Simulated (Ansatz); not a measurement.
ZnHgS$_{2}$ in space group R3m (No. 160; Zn on 3a, Hg on 3a, S on 3a, S on 3a), DFT-LDA in the program Ansatz with PAW potentials. The conduction-band minimum lies at Γ, with 1 equivalent valley. Second derivatives d²E/dk² of the lowest band at one valley (eV·Å²), along Cartesian directions:

| direction | d²E/dk² |
|---|---|
| [100] | 161.4 |
| [010] | 161.4 |
| [001] | 101.1 |
| [110] | 161.4 |
| [101] | 131.3 |
| [011] | 131.3 |

Find the principal effective masses, the density-of-states mass and the conductivity mass.

Off-diagonal terms follow from H_xy = H[110] − (H_xx + H_yy)/2, and m*/mₑ = 7.620 eV·Å² over each eigenvalue: 0.047, 0.047, 0.075. One valley's DOS mass (m₁m₂m₃)^(1/3) = 0.055, conductivity mass 3/(Σ 1/mᵢ) = 0.054 mₑ.

What effective density of states Nc follows at 300 K for parabolic valleys?

Nc = 2.509e19 × 1 × (0.055)^(3/2) ≈ 3.2e17 cm⁻³.

The first step of the workflow began from a Materials Project structure, measured or hypothetical; the Crystallography Open Database copy checked does not list it. Its standing as an ambient phase is unchecked. The cell was relaxed with LDA under the symmetry of its start; of distortions, only those at the zone centre were tested. Scalar-relativistic: spin–orbit coupling is off unless named, which matters more the heavier the elements.

Potentials: the later of the program's two PAW sets.

Edges and masses are those of Kohn–Sham bands, whose gap is no quasiparticle gap.
